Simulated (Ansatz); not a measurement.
Q: TiSi$_{2}$ in space group Fddd (No. 70; Ti on 8b, Si on 16f) is relaxed with plane-wave PAW PBE (Ansatz code). What lattice parameters of the conventional cell result?

A: a = 4.802 Å, b = 8.264 Å, c = 8.572 Å.

Q: Give the free coordinates with the occupied sites.

A: In one choice of origin and axes:

```
atom  site  symmetry       x       y       z
----  ----  --------  ------  ------  ------
Ti      8b       222  0.5000  0.5000  0.5000
Si     16f       .2.  0.0000  0.1627  0.0000
```

Q: Is it a metal or does it have a gap at this level?

A: No gap at this level.

Symmetry was held in the PBE relaxation; of distortions, only those at the zone centre were tested. The run is not spin-polarised.

Potentials: the later of the program's two PAW sets.
